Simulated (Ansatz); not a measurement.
Cs (fcc (Cu type), Fm-3m) at seven volumes, PBEsol in the plane-wave PAW code Ansatz, scaled uniformly. One row is withheld.

| V (Å³/atom) | P (GPa) |
|---|---|
| 98.678 | 0.23 |
| 101.931 | 0.14 |
| 105.184 | 0.07 |
| 108.437 | 0.00 |
| 111.690 | -0.06 |
| 114.943 | -0.11 |
| 118.197 | ? |

**Question.** Fit the shown pressures and predict the withheld one.

**Answer.** P = (3/2)B₀(x^(7/2) − x^(5/2))[1 + (3/4)(B′ − 4)(x − 1)] with x = (V₀/V)^(2/3). Least squares on the six rows gives V₀ = 108.446 Å³/atom, B₀ = 2.1 GPa, B′ = 3.23. At V = 118.197, x = 0.9442 and P = -0.16 GPa. The run itself gave -0.15 GPa.

The workflow started from a Materials Project entry (that database holds measured and hypothetical structures alike); the Crystallography Open Database files this formula in space group No. 225, but the cells were not matched. It is not the phase usual at ambient conditions (space group No. 229). The cell was relaxed with PBEsol under the symmetry of its start; whether a distortion lowers the energy is not shown. Spin–orbit coupling is left out wherever it is not named.

Potentials: the later of the program's two PAW sets.
